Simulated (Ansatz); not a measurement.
**Question.** Each is relaxed and computed with PBEsol (plane waves, PAW; program Ansatz). Which is the only metal?
(A) TiB2, MoSi2 or CaC2 type
(B) AlBN2, chalcopyrite
(C) Sr2ZrTiO6, P4/mmm (Pearson symbol tP10)
(D) B4C, Cm (Pearson symbol mS30)

**Answer.** A, TiB2, MoSi2 or CaC2 type. TiB2: metal; AlBN2: gap 2.69 eV (direct); B4C: gap 2.82 eV (indirect); Sr2ZrTiO6: gap 1.84 eV (indirect). Constructed cells (a structure type filled with these elements, in neither database checked): TiB2, MoSi2 or CaC2 type. Typed or built starts, not in the databases checked: AlBN2, chalcopyrite; Sr2ZrTiO6, P4/mmm (Pearson symbol tP10). Not the usual ambient phase: TiB2, MoSi2 or CaC2 type. Standing as an ambient phase not checked: B4C, Cm (Pearson symbol mS30). Began spin-polarised and lost the moments: Sr2ZrTiO6, P4/mmm (Pearson symbol tP10). Unstable at this level: Sr2ZrTiO6, P4/mmm (Pearson symbol tP10). All cells were relaxed under the symmetry of their starts (and spin orders); stability against distortions was not tested throughout. Named crystals with no word on spin ran without spin polarisation. Scalar-relativistic: spin–orbit coupling is off unless named, which matters more the heavier the elements.

Potentials: the earlier of the program's two PAW sets. The files were generated under PBE; for other functionals the program regenerates the frozen cores, and for LDA and PBEsol the local potential too.
